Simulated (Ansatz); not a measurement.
## As$_{2}$Se: a faulty run and its cure

Intended: As$_{2}$Se, PBE, plane waves and PAW in Ansatz. The input:

```yaml
crystal:
  lattice:
    - [-3.529418, 3.529418, 2.653571]
    - [3.529418, -3.529418, 2.653571]
    - [3.529418, 3.529418, -2.653571]
  atoms:
    - { symbol: As, position: [0.875, 0.125, 0.75] }
    - { symbol: As, position: [0.25, 0.75, 0.5] }
    - { symbol: As, position: [0.875, 0.625, 0.75] }
    - { symbol: As, position: [0.875, 0.125, 0.25] }
    - { symbol: Se, position: [0.5, 0.5, 0.0] }
    - { symbol: Se, position: [0.375, 0.125, 0.25] }
basis:
  ecutwfc: 420
kpoints:
  mp_grid: { grid: [8, 8, 8] }
hamiltonian:
  xc: pbe
scf:
  occupations: { method: gaussian, width: 0.1 }
  max_iter: 94
output:
  forces: true
  stress: true
  eigenvalues: true
```

Command:

```bash
ansatz run input.yaml --threads 1 --pin off --max-ram 2560MiB --backend cpu --events-out ev --progress --plain --runs-dir out
```

Output, shortened (HF is the Harris–Foulkes energy, dr2 the density residual in eV):

```text
Pseudopotential: As, paw, valence charge 15, recommended cutoff 420 eV (normal)
Pseudopotential: Se, paw, valence charge 16, recommended cutoff 420 eV (normal)
Crystal: 6 atoms, lattice volume = 132.220 Å³
Basis set: ecut = 420 eV, 2589 PW (Γ), exchange–correlation on 80×80×80 points (8 copies of the dense FFT grid, shifted against one another)
Bands: 56, of which v1, the nominal top of the filled ones, is band 46 counted from 1 (45 counted from 0)
Symmetry: 2 space group operations
Space group: Cm (ITA 8), of the structure as read, at distance tolerance 5.1e-5 Å
k-points: 150 of 512 (time reversal used)
Initial density: superposition of atomic densities, corrected by the library's trained network
SCF iter   1: HF=-30361.509075 eV  Δρ=2.14e-3  dr2=8.86e-3
SCF iter   2: HF=-30361.506923 eV  Δρ=1.27e-3  dr2=3.14e-3
SCF iter   3: HF=-30361.506707 eV  Δρ=4.11e-4  dr2=4.01e-4
SCF iter   4: HF=-30361.506443 eV  Δρ=2.16e-4  dr2=1.01e-4
SCF iter   5: HF=-30361.506452 eV  Δρ=7.37e-5  dr2=1.30e-5
SCF iter   6: HF=-30361.506443 eV  Δρ=3.14e-5  dr2=2.03e-6
SCF iter   7: HF=-30361.506443 eV  Δρ=1.63e-5  dr2=4.53e-7
SCF iter   8: F=-30361.506443 eV  HF=-30361.506443 eV  Δρ=4.49e-6  dr2=3.36e-8
SCF 1 converged in 8 iterations: F = -30361.506443 eV  dr2 = 3.36e-8
SCF converged after 8 iterations
Free energy (F): -30361.506443 eV
E sigma→0 (E₀):  -30361.498785 eV
Entropy (-TS):   -0.015316 eV (-2.553 meV/atom)
Fermi energy:    10.000743 eV
--- Forces (eV/Å), atoms counted from 1 ---
  atom   1  As     0.00000000    -0.35174427    -0.44486872
  atom   2  As     0.00000000     0.12420579     0.00031852
  atom   3  As    -0.24452481    -0.00735568     0.43530114
  atom   4  As     0.24452481    -0.00735568     0.43530114
  atom   5  Se     0.00000000    -0.19417640     0.36437050
  atom   6  Se     0.00000000     0.43643481    -0.79040280
--- Stress (GPa, compression-positive) ---
       -0.139216       0.000000       0.000000
        0.000000       0.489911       0.336407
        0.000000       0.336407      -0.119478
  P = ⅓ Tr σ = 0.0771 GPa (0.771 kbar)
```

Question: The run converged, but its numbers aren't those of the intended crystal and state. Why?

Answer: The fault is two atoms' positions swapped. Two unlike atoms sit on each other's sites. The cure is the atoms on their own sites.

Fix (which also takes the iteration limit of the reference run):

```diff
 crystal:
   atoms:
-    - { symbol: As, position: [0.25, 0.75, 0.5] }
+    - { symbol: As, position: [0.375, 0.125, 0.25] }
-    - { symbol: Se, position: [0.375, 0.125, 0.25] }
+    - { symbol: Se, position: [0.25, 0.75, 0.5] }
 scf:
-  max_iter: 94
```

The mended run converges, with a pressure of -0.08 GPa, no gap. The faulty run's energy lay 120 meV per atom higher.

Time of the mended run: 77 s on 1 thread of Intel(R) Xeon(R) Processor @ 2.50GHz (Skylake/Cascade Lake), on a shared host, peak memory 0.6 GiB.